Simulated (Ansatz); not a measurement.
Relaxing P

The calculation used DFT PBEsol+D3(BJ), scalar-relativistic, plane waves, PAW in Ansatz. (420 eV cutoff, 10×4×10 k-mesh, Gaussian smearing of 0.10 eV, no spin polarisation)

What was changed: uniaxial strain along a, with b, c and atoms relaxed: -4.0 %.

Command:

```bash
ansatz run input.yaml --threads 1 --pin off --max-ram 2560MiB --backend cpu --events-out ev --progress --plain --runs-dir out
```

Input:

```yaml
crystal:
  lattice:
    - [3.2151748911, 0.0, 0.0]
    - [0.0, 9.9945122145, 0.0]
    - [0.0, 0.0, 3.8681037235]
  atoms:
    - { symbol: P, position: [0.0, 0.8890899895, 0.9428385719] }
    - { symbol: P, position: [0.5, 0.8890899895, 0.5571614281] }
    - { symbol: P, position: [0.5, 0.6109100105, 0.0571614281] }
    - { symbol: P, position: [0.0, 0.6109100105, 0.4428385719] }
    - { symbol: P, position: [0.5, 0.3890899895, 0.9428385719] }
    - { symbol: P, position: [0.0, 0.3890899895, 0.5571614281] }
    - { symbol: P, position: [0.0, 0.1109100105, 0.0571614281] }
    - { symbol: P, position: [0.5, 0.1109100105, 0.4428385719] }
basis:
  ecutwfc: 420
kpoints:
  mp_grid: { grid: [10, 4, 10] }
hamiltonian:
  xc: pbesol
  dispersion: d3bj
scf:
  occupations: { method: gaussian, width: 0.1 }
output:
  forces: true
  stress: true
  eigenvalues: true
relax:
  adjacent_minimum: "off"
  f_tol: 0.008
  max_steps: 40
  cell: { stress_tol: 0.015, fix: [a, angles] }
```

F is the free energy. Steps run on the plane waves of an earlier cell, but the last one, and at times one on the way, on a freshly chosen basis, so a repeated geometry can differ a little in energy. The held parts of the cell keep their stress, so P needn't end at zero.

Steps:

```
step F − F(1) (eV) largest force component (eV/Å) V (Å³/atom) P (GPa)
   1         0.0000                           0.158       15.537     3.06
   2        -0.0093                           0.068       15.543     2.57
   3        -0.0132                           0.029       15.735     1.94
   4        -0.0136                           0.027       15.748     1.96
   5        -0.0121                           0.073       15.713     2.75
   6        -0.0141                           0.006       15.762     2.10
   7        -0.0142                           0.003       15.832     1.98
   8        -0.0142                           0.000       15.828     2.01
   9        -0.0151                           0.000       15.828     2.02
  10        -0.0151                           0.000       15.842     2.00
  11        -0.0151                           0.000       15.842     2.00
```

Relaxed structure:

```cif
data_structure
_symmetry_space_group_name_H-M 'P 1'
_symmetry_Int_Tables_number 1
_cell_length_a 3.2152
_cell_length_b 9.9233
_cell_length_c 3.9724
_cell_angle_alpha 90.000
_cell_angle_beta 90.000
_cell_angle_gamma 90.000
_cell_volume 126.74
loop_
_atom_site_label
_atom_site_type_symbol
_atom_site_fract_x
_atom_site_fract_y
_atom_site_fract_z
_atom_site_occupancy
P1 P 0.00000 0.88925 0.93972 1
P2 P 0.50000 0.88925 0.56028 1
P3 P 0.50000 0.61075 0.06028 1
P4 P 0.00000 0.61075 0.43972 1
P5 P 0.50000 0.38925 0.93972 1
P6 P 0.00000 0.38925 0.56028 1
P7 P 0.00000 0.11075 0.06028 1
P8 P 0.50000 0.11075 0.43972 1
```

It takes space group Cmce (No. 64, orthorhombic). Conventional cell: a = 3.215 Å, b = 9.923 Å, c = 3.972 Å, α = 90.00°, β = 90.00°, γ = 90.00°. P (site symmetry m) is surrounded by 3 P at 2.20 to 2.25 Å.

The run converged. Time: 2.9 min on 1 thread of Intel(R) Xeon(R) Platinum 8488C (Sapphire Rapids) (shared host), peak memory 0.62 GiB.